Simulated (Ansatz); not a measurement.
## What DFT gives for Cs$_{2}$LiYCl$_{6}$

```
Y Cl Li Cs
1.0
     0.00000    5.19396    5.19396
     5.19396    0.00000    5.19396
     5.19396    5.19396    0.00000
Y Cl Li Cs
1 6 1 2
Direct
  0.00000 0.00000 0.00000
  0.74954 0.25046 0.25046
  0.25046 0.74954 0.25046
  0.25046 0.74954 0.74954
  0.74954 0.25046 0.74954
  0.25046 0.25046 0.74954
  0.74954 0.74954 0.25046
  0.50000 0.50000 0.50000
  0.25000 0.25000 0.25000
  0.75000 0.75000 0.75000
```

Single point in Ansatz 0.2.0 with m-r2SCAN, no spin polarisation. Cutoff 500 eV, PAW datasets, 5×5×5 Γ-centred k mesh, fermi-dirac filling (width 0.1 eV).

(1) Which atom feels the largest force, and which way?

(2) Is the cell too large or too small?

(3) What do density and ELF say about some of the short contacts?

(4) What is the character of the valence top and the conduction bottom?

(5) What is the band gap?

Origin: a database entry at a rescaled volume. Caveats: m-r2SCAN is r2SCAN with a changed spin dependence that lowers moments.

## Answers

(1) The largest is on Cl5 (and as large on other atoms): 0.24 eV/Å, components (0.00, -0.24, 0.00). It makes 0° with the line to a nearest neighbour, Li8 at 2.59 Å, pointing towards it.

(2) The pressure is 1.2 GPa (compression positive), so with the atoms held at these fractions the cell would first expand.

(3) Cl–Li at 2.59 Å: least valence density 0.07 e/Å³ and ELF 0.02 there, a closed-shell (ionic or weak) contact. Y–Cl at 2.60 Å: least valence density 0.34 e/Å³ and ELF 0.16 there. Cs–Cl at 3.67 Å: least valence density 0.05 e/Å³ and ELF 0.03 there, a closed-shell (ionic or weak) contact. Both are smooth PAW fields, read partly inside the augmentation spheres.

(4) Within 0.7 eV of the edges, the states project mainly on Cl p (98 %) below the gap and on Y d (79 %) above it.

(5) The gap is 5.53 eV, direct at the points sampled. A semilocal functional usually gives too small a gap.
